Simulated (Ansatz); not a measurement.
Li:
```xyz
3
Lattice="1.5477 0.8936 7.5904 -1.5477 0.8936 7.5904 0.0000 -1.7871 7.5904" Properties=species:S:1:pos:R:3 pbc="T T T"
Li     0.0000     0.0000    17.7105
Li     0.0000     0.0000     5.0607
Li     0.0000     0.0000     0.0000
```

Relaxed with r²SCAN.

Task: Which orbitals make up the states near the Fermi level in DFT-r²SCAN in the program Ansatz with PAW potentials?

Result: Within 0.5 eV of the Fermi level: Li 2s 67 %, outside the projected shells 33 %. Projections are on Löwdin-orthogonalised atomic valence shells; empty p or d shells of many metals are not among them.

Task: Tabulate the density of states.

Result: States/eV per cell of 3 atoms, in 0.25 eV bins, energy from the Fermi level.

```csv
E (eV),total,Li 2s,Li 1s
-4.05,0.00,0.00,0.00
-3.80,0.12,0.11,0.01
-3.55,0.31,0.29,0.02
-3.30,0.42,0.40,0.02
-3.05,0.51,0.48,0.02
-2.80,0.58,0.56,0.02
-2.55,0.65,0.62,0.02
-2.30,0.71,0.68,0.01
-2.05,0.77,0.74,0.01
-1.80,0.82,0.79,0.01
-1.55,0.87,0.83,0.00
-1.30,0.93,0.87,0.00
-1.05,0.98,0.90,0.00
-0.80,1.04,0.92,0.00
-0.55,1.11,0.94,0.00
-0.30,1.20,0.94,0.00
-0.05,1.39,0.95,0.01
0.20,1.38,0.83,0.01
0.45,1.31,0.69,0.01
0.70,1.25,0.56,0.01
0.95,1.22,0.47,0.01
1.20,1.20,0.38,0.01
1.45,1.30,0.38,0.01
1.70,1.10,0.27,0.01
1.95,0.96,0.20,0.00
2.20,0.80,0.14,0.00
2.45,0.58,0.07,0.00
2.70,0.41,0.05,0.00
2.95,0.26,0.04,0.00
3.20,0.52,0.20,0.00
3.45,1.44,0.61,0.01
3.70,1.83,0.64,0.01
3.95,1.99,0.61,0.01
4.20,1.45,0.37,0.01
4.45,1.20,0.23,0.00
4.70,1.26,0.20,0.00
```

Space group R-3m (9R (Sm type)). The first step of the workflow began from a Materials Project structure, measured or hypothetical; the Crystallography Open Database files this formula in space group No. 166, but the cells were not matched. It is not the phase usual at ambient conditions (space group No. 229). Symmetry was held in the r²SCAN relaxation; its stability against distortions is not shown here.

Potentials: the later of the program's two PAW sets.
